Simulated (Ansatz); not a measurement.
The cell is COD entry 9011962, as deposited and not checked against the literature; nothing was relaxed. The listed cell was then made from it by scaling, straining or moving an atom.

An input for Bi2Te3: DFT, PBEsol, all-electron LAPW, scalar-relativistic (Ansatz 0.2.0).

Command: `ansatz run input.yaml --threads 2 --pin off --max-ram 8192MiB --backend cpu --events-out ev --progress --plain --runs-dir out` The run took 100 s on 2 threads of Arm Neoverse V1, with other jobs on the host, peak memory 0.9 GiB.

```yaml
crystal:
  lattice:
    - [2.1856660536, 1.2618948844, 10.1316708497]
    - [-2.1856660536, 1.2618948844, 10.1316708497]
    - [0.0, -2.5237897687, 10.1316708497]
  atoms:
    - { symbol: Bi, position: [0.4, 0.4, 0.4] }
    - { symbol: Bi, position: [0.6, 0.6, 0.6] }
    - { symbol: Te, position: [0.0, 0.0, 0.0] }
    - { symbol: Te, position: [0.2095, 0.2095, 0.2095] }
    - { symbol: Te, position: [0.7905, 0.7905, 0.7905] }
kpoints:
  mp_grid: { grid: [7, 7, 7] }
  band_path:
    path:
      - [0.0, 0.0, 0.0]
      - [0.5, 0.5, 0.5]
      - [0.822991609, 0.177008391, 0.5]
      - [0.5, -0.177008391, 0.177008391]
      - [0.5, 0.0, 0.0]
      - [0.0, 0.0, 0.0]
      - [0.3385041955, -0.3385041955, 0.0]
      - [0.6614958045, 0.0, 0.3385041955]
      - [0.5, 0.0, 0.5]
    npoints: 5
scf:
  occupations: { method: fermi_dirac, width: 0.08 }
hamiltonian:
  xc: pbesol
  pseudopotentials: { kind: all_electron, lapw: { basis_error: 0.001 } }
output:
  forces: true
  stress: true
  eigenvalues: true
```

Set-up and iterations as logged by Ansatz (the results part is left out, to be predicted):

```
LAPW: plane waves up to 7.331 Å⁻¹, error target 1.0e-3 eV per atom; small_component_spin mean_spin; Te in spheres of 1.505 Å, 24 of its electrons in bands, Dirac shells []; Bi in spheres of 1.560 Å, 37 of its electrons in bands, Dirac shells []
Engine: ansatz 0.2.0
Pseudopotentials: kind: all_electron
Pseudopotential: Bi, LAPW, valence charge 37, Koelling and Harmon's equation, gaussian nucleus
Pseudopotential: Te, LAPW, valence charge 24, Koelling and Harmon's equation, gaussian nucleus
Functional definition: PBEsol
  exchange = pbesol_x
  correlation = pbesol_c
Crystal: 5 atoms, lattice volume = 167.664 Å³
Basis set: ecut = 204.78513793976222 eV, 1109 PW (Γ), FFT grids on a1−a3, a2−a3, a3, exchange–correlation at level 2
Bands: 88, of which v1, the nominal top of the filled ones, is band 73 counted from 1 (72 counted from 0)
Symmetry: 12 space group operations
Space group: R-3m (ITA 166), of the structure as read, at distance tolerance 5.5e-5 Å
k-points: 44 of 343
Non-local potential: Bi, projectors of the file, none
Non-local potential: Te, projectors of the file, none
Initial density: superposition of atomic densities (chi_scale 0.1, normalization cell, long waves kept (reshape's long-wave potential 0.13 eV rms))
Initial wavefunctions: plane waves of lowest kinetic energy (no species holds an atomic orbital)
Functional: x = pbesol(κ = 0.804, μ = 0.12345679012345678), c = pbesol(β = 0.046)
iter 1 solved again at ethr=7.33e-4 eV; its pass at ethr=1.00e-1 eV (dr2=1.07e0 eV) is discarded
SCF iter   1: F=—  HF=-1725522.144856 eV  |F-HF|=—  |Δ(HF+E_count)|=         —  Δρ=1.56e-2  dr2=1.07e0  ethr=7.33e-4  ⟨swp⟩=2.4  Hψ=23917  notcnv=0
SCF iter   2: F=—  HF=-1725521.908761 eV  |F-HF|=—  |Δ(HF+E_count)|=   2.36e-1  Δρ=6.96e-3  dr2=2.55e-1  ethr=7.33e-4  ⟨swp⟩=2.1  Hψ=12015  notcnv=0
SCF iter   3: F=—  HF=-1725521.894851 eV  |F-HF|=—  |Δ(HF+E_count)|=   1.39e-2  Δρ=5.11e-3  dr2=1.19e-1  ethr=1.74e-4  ⟨swp⟩=2.0  Hψ=11354  notcnv=0
SCF iter   4: F=—  HF=-1725521.886052 eV  |F-HF|=—  |Δ(HF+E_count)|=         —  Δρ=1.62e-3  dr2=4.80e-2  ethr=8.14e-5  ⟨swp⟩=2.0  Hψ=10815  notcnv=0
the basis was enlarged: its passes take 85.6 KiB over the memory plan, 2 of 2 planned eigensolver slots
iter 5 solved again at ethr=2.88e-6 eV; its pass at ethr=3.29e-5 eV (dr2=4.20e-3 eV) is discarded
SCF iter   5: F=—  HF=-1725521.881177 eV  |F-HF|=—  |Δ(HF+E_count)|=   4.88e-3  Δρ=7.19e-4  dr2=4.20e-3  ethr=2.88e-6  ⟨swp⟩=2.0  Hψ=19259  notcnv=0
SCF iter   6: F=—  HF=-1725521.880343 eV  |F-HF|=—  |Δ(HF+E_count)|=   8.34e-4  Δρ=4.18e-4  dr2=1.21e-3  ethr=2.88e-6  ⟨swp⟩=2.0  Hψ=11375  notcnv=0
SCF iter   7: F=—  HF=-1725521.880361 eV  |F-HF|=—  |Δ(HF+E_count)|=   1.74e-5  Δρ=1.72e-4  dr2=2.46e-4  ethr=8.27e-7  ⟨swp⟩=2.0  Hψ=11375  notcnv=0
SCF iter   8: F=—  HF=-1725521.880301 eV  |F-HF|=—  |Δ(HF+E_count)|=   5.97e-5  Δρ=9.00e-5  dr2=3.90e-5  ethr=1.68e-7  ⟨swp⟩=2.0  Hψ=11375  notcnv=0
SCF iter   9: F=—  HF=-1725521.880304 eV  |F-HF|=—  |Δ(HF+E_count)|=   2.98e-6  Δρ=4.58e-5  dr2=7.21e-6  ethr=2.67e-8  ⟨swp⟩=3.0  Hψ=11483  notcnv=0
SCF iter  10: F=—  HF=-1725521.880305 eV  |F-HF|=—  |Δ(HF+E_count)|=   9.11e-7  Δρ=2.07e-5  dr2=1.45e-6  ethr=4.94e-9  ⟨swp⟩=2.5  Hψ=11402  notcnv=0
SCF iter  11: F=—  HF=-1725521.880305 eV  |F-HF|=—  |Δ(HF+E_count)|=   5.19e-8  Δρ=7.93e-6  dr2=1.95e-7  ethr=9.96e-10  ⟨swp⟩=3.0  Hψ=11565  notcnv=0
SCF iter  12: F=-1725521.880305 eV  HF=-1725521.880305 eV  |F-HF|=4.42e-9  |Δ(HF+E_count)|=   7.29e-8  Δρ=4.30e-6  dr2=4.88e-8  ethr=1.34e-10  ⟨swp⟩=3.0  Hψ=11581  notcnv=0
```

Problem. What pressure will this run report?

Solution. -0.06 GPa (positive in compression).

Problem. How large will the largest force be?

Solution. 0.051 eV/Å.

Problem. Is there a band gap?

Solution. 0.23 eV, direct at Γ (so small a gap may close at points that the mesh and path miss).
